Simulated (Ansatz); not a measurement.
Structure map: energy, volume and gap of polymorphs

Candidates compared on computed values. Relaxing one composition in several structure types shows which are competitive, which pressure would favour, and how volume and gap change with structure.

HfSi, rock salt serves as the reference. The reference is the lowest phase computed, which need not be the stable form in nature.

Levels of theory (Ansatz, a plane-wave PAW program): energy: PBE, total energy at 0 K with the change to a 700 eV cutoff added (comparable within one formula alone); volume per atom: PBE, relaxed cell; gap: PBE; bulk modulus: PBE, equation-of-state fit.

Definitions used: ΔE = E − E_ref; ΔV = V − V_ref; temperature scale ΔE/k_B = 11.605 K/meV × ΔE.

| crystal | E (eV/atom) | V (Å³/atom) | gap (eV) | B₀ (GPa) | ΔE (meV/atom) | ΔV (Å³/atom) | ΔE/k_B (K) |
|---|---|---|---|---|---|---|---|
| HfSi, WC type, P-6m2 | −8178.945 | 18.20 | 0.00 | 117 | 202.0 | −1.00 | 2300 |
| HfSi, CsCl type | −8178.830 | 17.81 | 0.00 | 124 | 317.0 | −1.39 | 3700 |
| HfSi, rock salt, reference | −8179.147 | 19.20 | 0.00 | 117 | 0.0 | 0.00 | 0 |
| HfSi, NbAs type, I4₁md | −8178.838 | 19.78 | 0.00 | 110 | 309.0 | 0.58 | 3600 |
| HfSi, NiAs type | −8179.027 | 20.12 | 0.00 | 108 | 120 | 0.92 | 1400 |
| HfSi, CoSn type, P6/mmm | −8178.653 | 21.95 | 0.00 | 100 | 494.0 | 2.75 | 5700 |

Model phases, started by placing the elements on a structure type or from a typed cell, with no claim that they are known: HfSi, WC type, P-6m2; HfSi, CsCl type; HfSi, rock salt; HfSi, NbAs type, I4₁md; HfSi, NiAs type; HfSi, CoSn type, P6/mmm. No gap (0.00) means none at this level, which can close a small real gap. Spin–orbit coupling is left out unless named.

The steps for HfSi, WC type, P-6m2:

1. ΔE = 1000 × (−8178.945 − (−8179.147)) = 202.0 meV/atom
2. ΔV = 18.20 − 19.20 = −1.00 Å³/atom
3. ΔE/k_B: 11.605 × 202.0 = 2300 K

Ranking by ΔE, lowest first: HfSi, rock salt (0.0 ± 5.0), HfSi, NiAs type (120 ± 5.0), HfSi, WC type, P-6m2 (202.0 ± 5.0), HfSi, NbAs type, I4₁md (309.0 ± 5.0), HfSi, CsCl type (317.0 ± 5.0), HfSi, CoSn type, P6/mmm (494.0 ± 5.0). The ± follows from allowances picked for this note (energy 0.004 eV/atom, 3 meV/atom on the figure itself), carried to first order and added in quadrature, each row's own inputs moving alone; ≈ joins neighbours closer than their two ± added in quadrature.

Denser than the reference, so favoured by pressure; with fixed volumes the enthalpies cross at P ≈ 0.1602 ΔE/|ΔV|: HfSi, WC type, P-6m2 0.1602 × 202.0/1.00 = 32 GPa, HfSi, CsCl type 0.1602 × 317.0/1.39 = 37 GPa. Each is against the reference alone, so another phase may come first, and differences in compressibility move them.

Vibrational free energy is left out, and phases that were not computed could lie lower. Rows are a sample of the computed phases of this formula. Limits of the draw: a spread of over 30 meV/atom, none over 0.9 eV/atom above the reference, within 8 meV/atom of the lowest or within 3 meV/atom of a neighbour. As a rule kept out of such tables: 4f compounds, open-shell compounds run without a Hubbard term, cells found unstable in the tests at hand, cells close to a higher symmetry, and runs set to a pressure or over 12 % in volume from the crystal's fullest run.
